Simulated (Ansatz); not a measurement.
Total density of states per atom from PBE in the plane-wave PAW code Ansatz, in 0.25 eV bins, energy from the Fermi level:

```
E (eV) | states/eV/atom
    -7.85 |  0.05
    -7.60 | # 0.07
    -7.35 | # 0.08
    -7.10 | # 0.09
    -6.85 | # 0.10
    -6.60 | # 0.11
    -6.35 | # 0.13
    -6.10 | # 0.14
    -5.85 | # 0.16
    -5.60 | ## 0.18
    -5.35 | ## 0.22
    -5.10 | ### 0.29
    -4.85 | ##### 0.59
    -4.60 | ####### 0.75
    -4.35 | ######### 1.01
    -4.10 | ######### 0.97
    -3.85 | ####### 0.78
    -3.60 | ###### 0.71
    -3.35 | ################# 1.94
    -3.10 | ############# 1.46
    -2.85 | ############## 1.60
    -2.60 | ################### 2.12
    -2.35 | ############ 1.37
    -2.10 | ###### 0.70
    -1.85 | ############# 1.44
    -1.60 | ################# 1.90
    -1.35 | ####################### 2.55
    -1.10 | ############################# 3.27
    -0.85 | ############################## 3.35
    -0.60 | ################ 1.79
    -0.35 | ########## 1.14
    -0.10 | ######### 0.98
     0.15 | ######## 0.88
     0.40 | ##### 0.52
     0.65 | ###### 0.68
     0.90 | ######## 0.91
     1.15 | ########## 1.14
     1.40 | ############## 1.54
     1.65 | ############ 1.35
     1.90 | ######################## 2.64
     2.15 | ########## 1.14
     2.40 | ###### 0.68
     2.65 | ### 0.38
     2.90 | ### 0.34
     3.15 | ### 0.32
     3.40 | ### 0.30
     3.65 | ### 0.29
     3.90 | ## 0.27
     4.15 | ## 0.26
     4.40 | ## 0.24
     4.65 | ## 0.23
```

Task: Which compound is it?
A) CdS, wurtzite
B) SiMo3, A15 (Cr3Si type)
C) GeSe, Pnma (Ge on 4c, Se on 4c)
D) Fe, bcc (W type)

Result: D, Fe, bcc (W type). Within 0.5 eV of the Fermi level: Fe 3d 90 %, Fe 4s 5 %. Projections are on Löwdin-orthogonalised atomic valence shells; empty p or d shells of many metals are not among them.

Space group Im-3m (bcc (W type)). Symmetry was held in the PBE relaxation. Magnetic state: ferromagnetic, chosen from 3 collinear starts compared on coarse meshes (ties went to the first, and starts can fall back to one state), not a proven ground state. Textbook magnetic order: ferromagnetic.

Potentials: the earlier of the program's two PAW sets.
